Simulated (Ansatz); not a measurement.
**Question.** Name crystals whose computed values (PBEsol (plane waves, PAW; program Ansatz)) fall in these windows: B₀ by P(V) fit (GPa) 350 to 430; Θ_D (K) 340 to 490.

**Answer.** 

```
crystal                    B₀ by P(V) fit (GPa)  Θ_D (K)
-------------------------  --------------------  -------
Re, dhcp (α-La type)                        390      416
IrW, L1₀ or tetragonal B2                   363      425
TaN, rock salt                              357      452
Ir, fcc (Cu type)                           387      448
```
Others may fit too.

Typed or built starts, not in the databases checked: IrW, L1₀ or tetragonal B2. Not the usual ambient phase: Re, dhcp (α-La type); TaN, rock salt. All cells were relaxed under the symmetry of their starts (and spin orders); stability against distortions was not tested throughout. Named crystals with no word on spin ran without spin polarisation. Scalar-relativistic: spin–orbit coupling is off unless named, which matters more the heavier the elements.

Potentials: the earlier of the program's two PAW sets. The files were generated under PBE; for other functionals the program regenerates the frozen cores, and for LDA and PBEsol the local potential too.
